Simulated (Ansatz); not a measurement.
**Formation energy of TiSe in the NiAs-type structure**

The computed numbers are results of PBEsol, scalar-relativistic (collinear spin) in the plane-wave PAW code Ansatz at 420 eV, 10×10×6 k-mesh, Gaussian smearing of 0.05 eV. The datasets are Ansatz's generated set soft_2.

The Crystallography Open Database holds a cell of this formula and space group, from which this one stands far in volume, proportions or bonds. The database's entry of this formula in the relaxed cell's space group, P6_3/mmc, has axes of 3.559 × 3.559 × 6.220 Å and 17.06 Å³/atom (1963), the relaxed one 3.357 × 3.357 × 6.756 Å and 16.48.

It takes space group P6_3/mmc (No. 194, hexagonal). The conventional cell has a = 3.357 Å, b = 3.357 Å, c = 6.756 Å, α = 90.00°, β = 90.00°, γ = 120.00°. Ti (site symmetry -3m) is surrounded by 6 Se at 2.57 Å. Se (site symmetry -6m2) has 6 Ti at 2.57 Å as nearest neighbours. (Neighbours are counted to 15 % beyond the shortest distance.)

The elements were computed in their standard states with the same datasets, cutoff and functional. Absolute energies hang on the potentials; compare differences alone.

Energy of the relaxed cell (4 atoms, smearing extrapolated to zero): -15801.029 eV. Elements, in eV/atom: Ti -2473.896, Se -5424.207.

What is the formation energy?

[-15801.029 − (2 × -2473.896 + 2 × -5424.207)] / 4 = -1.21 eV/atom, or -116 kJ per mole of atoms.

The value is for 0 K, without zero-point energy. Uncorrected semilocal values for oxides, chalcogenides and halides often miss by tenths of an eV an atom. A negative value shows stability against the elements alone, not against other compounds or structures.

The starting moments died out; a magnetic state reached from other starts isn't excluded.
